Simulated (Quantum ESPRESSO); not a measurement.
```
CELL_PARAMETERS angstrom
      3.91270     0.00000     0.00000
      0.00000     3.91270     0.00000
      0.00000     0.00000     3.91270
ATOMIC_POSITIONS crystal
  Sr 0.00000 0.00000 0.00000
  Ti 0.50000 0.50000 0.50000
  O  0.50000 0.00000 0.50000
  O  0.00000 0.50000 0.50000
  O  0.50000 0.50000 0.00000
```
Geometry: a computed entry of the Materials Project; it was not checked against measured cells. It is SrTiO3 in Pm-3m. Stability against distortions was not tested. The run has no spin polarisation.

A lattice sum over point charges, one formal value an element (Sr +2, Ti +4, O -2), with no Sternheimer factor, costs far less than a self-consistent run. Taken along the main axis of each site's self-consistent tensor, it gives:

```
site               V along that axis, point charges (a.u.)
-----------------  ---------------------------------------
O (atoms 3, 4, 5)                                    0.212
```

Task: How do the values of a PBE PAW density (pw.x of a modified build of Quantum ESPRESSO, JTH datasets) with the all-electron reconstruction of Petrilli and co-workers compare?

Result: 
| site | Vzz, PAW (a.u.) | PAW over point charges |
|---|---|---|
| O | 0.122 | 0.6 |
  Cores are frozen. Against all-electron runs on small test molecules, this scheme's |Vzz| missed by −2 to +6 % on O.
